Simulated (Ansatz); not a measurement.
An elastic tensor (GPa, Voigt order, standard axes) from the program Ansatz at the LDA level (PAW):

```
 174  47.7  30.3   0.0   0.0   0.0
47.7   174  30.3   0.0   0.0   0.0
30.3  30.3   200   0.0   0.0   0.0
 0.0   0.0   0.0  46.7   0.0   0.0
 0.0   0.0   0.0   0.0  46.7   0.0
 0.0   0.0   0.0   0.0   0.0  63.4
```

Problem. Which of these materials gives this?
(A) MgO, wurtzite
(B) SiGe, wurtzite
(C) ZnO, wurtzite
(D) BP, wurtzite

Solution. B, SiGe, wurtzite

Space group P6_3mc (wurtzite). The workflow started from a Materials Project entry (that database holds measured and hypothetical structures alike); the Crystallography Open Database copy checked does not list it. Its standing as an ambient phase is unchecked. The cell was relaxed with LDA under the symmetry of its start; its stability against distortions is not shown here.

Potentials: the earlier of the program's two PAW sets. The files were generated under PBE; for other functionals the program regenerates the frozen cores, and for LDA and PBEsol the local potential too.
